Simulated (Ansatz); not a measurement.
Ni: from a starting cell to a relaxed one

The start is a relaxed Ni cell, doubled along one cell vector, shaken by Gaussian noise of σ = 0.08 Å a coordinate. A full variable-cell relaxation at zero pressure is run with PBEsol (plane waves to 420 eV, PAW, scalar-relativistic; Ansatz, a quantum-chemistry and plane-wave program). The first steps use a coarse 16×8×16 k-mesh.

Starting cell:
```
CELL_PARAMETERS angstrom
     -1.37778     1.37778     1.37778
      2.75556    -2.75556     2.75556
      1.37778     1.37778    -1.37778
ATOMIC_POSITIONS crystal
  Ni 0.97098 0.98328 0.94828
  Ni 0.97002 0.47872 0.97454
```
Spin-polarised start, with parallel moments on Ni.

Problem. Which atoms feel the largest initial force, and how large is it?

Solution. 0.28 eV/Å, on Ni1, Ni2 (atoms numbered as listed).

Problem. By how much does the energy per atom fall from start to end?

Solution. 0.08 eV/atom.

Problem. How does the volume change?

Solution. -0.4 %, from 10.46 to 10.41 Å³/atom.

Problem. Is the parent structure recovered?

Solution. It does not go back: it reaches P6₃/mmc (No. 194), hcp (Mg type), 0.08 eV/atom below the parent.

Problem. How do the shortest distances between atoms change?

Solution. The closest pairs of elements (up to four, under 3.6 Å), start → end: Ni–Ni 2.35 → 2.45 Å.

Problem. What magnetic moments remain?

Solution. Net 0.63 μB/atom, ferromagnetic.

Final values are on a 22×22×12 k-mesh of the relaxed cell. Spin state reached: ferromagnetic (net 0.63 μB/atom), from parallel starting moments; other spin orders were not run from this start.

The run could not lose the symmetry of its start, so the end can be a saddle point.

The relaxed structure here is a generated cell of Ni: the first start was made by placing the elements on the sites of a structure type, and the end was not matched to a known phase here, so it may be hypothetical. Known forms of Ni include space group No. 225.
